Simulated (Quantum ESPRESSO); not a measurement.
# Planted mistakes on one cell of B2GeO2N2

The results below are calculated, not measured. They come from pw.x of Quantum ESPRESSO 7.5, a plane-wave density functional program, with PseudoDojo standard norm-conserving files (v0.5 for PBE, v0.4.1 for LDA and PBEsol). The cells are made up: elements, strain and atom displacements were drawn at random, and nothing was relaxed. There is no spin polarisation, spin-orbit coupling or dispersion term.

The cell has 8 sites of a wurtzite lattice (rectangular cell). Sites 1 to 4 hold B Ge empty B; sites 5 to 8 hold O N N O. Cell vectors in Å: (2.734, 0.000, 0.000); (0.000, 4.735, 0.000); (0.000, 0.000, 4.465). Settings: PBE, cutoff 1143 eV, 6 x 4 x 4 k mesh shifted by half a step, Fermi-Dirac smearing of 0.025 eV.

The intended run has a self-consistency threshold of 1e-07 eV, a smearing term of 0.000 eV, a pressure of 14.31 GPa and 13 iterations. Each further run changes one thing: all lengths scaled by 0.9949; atoms of sites 1 and 5 exchanged; cutoff 833 eV; files of LDA; k mesh 2 x 2 x 2; one electron removed; smearing 0.79 eV; threshold 0.05 eV. A coarse mesh keeps the shift, and a charged cell sits in a uniform background.

| run | change of free energy (eV) | smearing term -TS (eV) | change of P (GPa) | largest change of a force component (eV/Å) | iterations |
| --- | --- | --- | --- | --- | --- |
| A | -0.935 | 0.000 | -1.69 | 0.366 | 13 |
| B | 0.010 | 0.000 | -0.10 | 0.122 | 6 |
| C | 10.886 | -0.005 | 40.81 | 12.321 | 12 |
| D | 0.090 | 0.000 | 4.37 | 0.366 | 13 |
| E | 2.353 | 0.000 | -12.76 | 0.497 | 13 |
| F | 0.631 | 0.000 | -17.49 | 0.038 | 13 |
| G | -0.571 | -1.652 | 5.00 | 0.702 | 11 |
| H | -10.387 | -0.010 | -43.40 | 1.372 | 13 |

A rerun of the intended cell at 1437 eV and k mesh 8 x 6 x 6 moved values by no more than 0.002 eV in the cell's energy, 0.04 GPa in stress and 0.005 eV/Å in force.

Question: which change belongs to which run?

## Worked reading

Run B has the fewest iterations, as a run stopped early does. Run G has the largest smearing term, as wide smearing gives. Run D changes the volume by a factor of 0.9848; minus its pressure change over the logarithm of that factor, 285 GPa, is a rough bulk modulus with clamped atoms. Energies from files of another functional, or of a charged cell, have another zero and say nothing on stability; the pressure of a charged cell rests on the program's zero of potential too.

## Key

| run | change |
| --- | --- |
| A | k mesh 2 x 2 x 2 |
| B | threshold 0.05 eV |
| C | atoms of sites 1 and 5 exchanged |
| D | all lengths scaled by 0.9949 |
| E | files of LDA |
| F | cutoff 833 eV |
| G | smearing 0.79 eV |
| H | one electron removed |